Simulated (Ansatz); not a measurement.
**EuGePt with kpoints.mp_grid.kspacing, scf.max_iter changed**

Computed with the plane-wave PAW code Ansatz (scalar-relativistic, PAW set soft_2): r2SCAN, collinear spin, 500 eV cutoff, k-mesh 6×6×6. These are the settings of the reference run.

Cell:

```
Eu Ge Pt
1.0
     6.53345    0.00000    0.00000
     0.00000    6.53345    0.00000
     0.00000    0.00000    6.53345
Eu Ge Pt
4 4 4
Direct
  0.12547 0.12547 0.12547
  0.37453 0.87453 0.62547
  0.62547 0.37453 0.87453
  0.87453 0.62547 0.37453
  0.82740 0.82740 0.82740
  0.67260 0.17260 0.32740
  0.32740 0.67260 0.17260
  0.17260 0.32740 0.67260
  0.42247 0.42247 0.42247
  0.07753 0.57753 0.92247
  0.92247 0.07753 0.57753
  0.57753 0.92247 0.07753
```

The reference run of this cell is solved again as a single point with these keys changed:

| key | reference run | changed run |
| --- | --- | --- |
| kpoints.mp_grid.kspacing | not typed | 0.3 |
| scf.max_iter | not typed | 60 |

Task: How far do the results move?

Result: It is refused before the calculation starts. Message: Error: invalid value for `kpoints.mp_grid.kspacing`: mutually exclusive with `grid` — set one or the other
